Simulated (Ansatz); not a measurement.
Voltage and energy density of LiPb$_{4}$O$_{8}$

Computed with DFT PBE+D3(BJ), scalar-relativistic, plane waves, PAW (Ansatz).

Settings: cutoff 420 eV, Γ-centred mesh 6×6×10 on the computed 6-atom cell, Gaussian smearing of 0.01 eV; no spin polarisation for the host; each changed cell takes a mesh and smearing chosen by its own gap and starts from the host's moments or customary ones, or runs without spin. Cells and atoms are relaxed to the nearest stationary point that keeps the symmetry of their start (forces under 0.02 to 0.04 eV/Å, stress under 0.1 to 0.2 GPa); energies are at zero smearing, without zero-point or thermal terms.

Relaxed PbO$_{2}$, the empty host:

```cif
data_structure
_symmetry_space_group_name_H-M 'P4_2/mnm'
_symmetry_Int_Tables_number 136
_cell_length_a 5.0283
_cell_length_b 5.0283
_cell_length_c 3.4421
_cell_angle_alpha 90.000
_cell_angle_beta 90.000
_cell_angle_gamma 90.000
_cell_volume 87.03
loop_
_atom_site_label
_atom_site_type_symbol
_atom_site_symmetry_multiplicity
_atom_site_Wyckoff_symbol
_atom_site_fract_x
_atom_site_fract_y
_atom_site_fract_z
_atom_site_occupancy
Pb1 Pb 2 a 0.00000 0.00000 0.00000 1
O1 O 4 f 0.30741 0.30741 0.00000 1
```

With Li put in and relaxed:

```yaml
crystal:
  lattice:
    - [5.18787, 0.00000, 0.00000]
    - [0.00000, 5.18787, 0.00000]
    - [0.00000, 0.00000, 6.88352]
  atoms:
    - { symbol: Pb, position: [0.00000, 0.00000, 0.98622] }
    - { symbol: Pb, position: [0.00000, 0.00000, 0.49624] }
    - { symbol: Pb, position: [0.50000, 0.50000, 0.26378] }
    - { symbol: Pb, position: [0.50000, 0.50000, 0.75376] }
    - { symbol: O, position: [0.28711, 0.32524, 0.00832] }
    - { symbol: O, position: [0.30702, 0.30193, 0.50317] }
    - { symbol: O, position: [0.17476, 0.78711, 0.24168] }
    - { symbol: O, position: [0.19807, 0.80702, 0.74683] }
    - { symbol: O, position: [0.71289, 0.67476, 0.00832] }
    - { symbol: O, position: [0.69298, 0.69807, 0.50317] }
    - { symbol: O, position: [0.82524, 0.21289, 0.24168] }
    - { symbol: O, position: [0.80193, 0.19298, 0.74683] }
    - { symbol: Li, position: [0.00000, 0.50000, 0.12500] }
```

The cell LiPb4O8 (185.3 Å³, 963.7 g/mol) and the cell Pb4O8 (174.1 Å³) differ by 1 Li. Moving that ion from the filled cell into Li metal costs E(emptied) + 1 E(Li) − E(filled) = 3.033 eV.

Task: Work out the mean voltage, the capacity and the energy density of the active material.

Result: Each Li carries 1 electron, so V = 3.033 eV / (1 × 1 e) = 3.03 V against Li/Li⁺; entropy and pV terms between solids usually shift this by less than 0.1 V. With F/3.6 = 26,801 mAh/mol the capacity per mass of the filled compound is 26,801 × 1 / 963.7 = 28 mAh/g, and per volume 26,801 × 1 / (0.6022 × 185.26) = 240 mAh/cm³. Times the voltage: 84 Wh/kg and 729 Wh/L against Li metal; that mass already holds the cycled Li, while the volume of the plated metal, any excess of it and all inactive parts aren't counted. The cell shrinks by 6.0 % on emptying. These are ideal figures for a topotactic reaction: kinetics, other orderings and break-up into other phases aren't tested.

Spin-orbit coupling is left out. Spin polarisation was left out, and a magnetic state may lie lower.

Cost: 3 runs of about 6.7 core-minutes in all, on Arm Neoverse V2 (shared hosts).